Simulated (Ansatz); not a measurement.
Below is a relaxed structure of Zr3TiC4. The cell was found from a structure generator's guess, not taken from experiment.

These are results of DFT PBE, scalar-relativistic, plane waves, PAW (Ansatz), not measurements. Cutoff 420 eV, Γ-centred mesh, Gaussian smearing, no spin polarisation.

```xyz
8
Lattice="4.6313 0.0000 0.0000 0.0000 4.6313 0.0000 0.0000 0.0000 4.6313" Properties=species:S:1:pos:R:3 pbc="T T T"
Zr    2.3157    0.0000    2.3157
Zr    0.0000    2.3157    2.3157
Zr    2.3157    2.3157    0.0000
Ti    0.0000    0.0000    0.0000
C     2.3157    2.3157    2.3157
C     0.0000    2.3157    0.0000
C     2.3157    0.0000    0.0000
C     0.0000    0.0000    2.3157
```

Energies over the elements count from the elements' standard structures at the same level, with no fitted energy shifts.

(1) Find its symmetry and describe it.

(2) How far does it lie from the elements in energy?

(3) Is it a metal?

Answers

(1) Pm-3m (No. 221), with Zr and Ti ordered on rock salt sites. Conventional cell: a = 4.631 Å. Around Zr lie 6 C at 2.32 Å, 4 Ti at 3.27 Å and 8 Zr at 3.27 Å; around Ti lie 6 C at 2.32 Å and 12 Zr at 3.27 Å; C on a site of symmetry m-3m is surrounded by 6 Zr at 2.32 Å; C on a site of symmetry 4/mmm has 2 Ti at 2.32 Å and 4 Zr at 2.32 Å.

(2) −0.79 eV/atom. It lies below the elements, which doesn't yet make it stable against other compounds or structures.

(3) Yes, bands cross the Fermi level on the 8×8×8 mesh.

The last run used an 8×8×8 mesh for its 8-atom cell and Gaussian smearing of 0.10 eV. The reference form of C is held partly by dispersion forces, which this level lacks. Symmetry constrained the relaxation, so the result can be a saddle point.
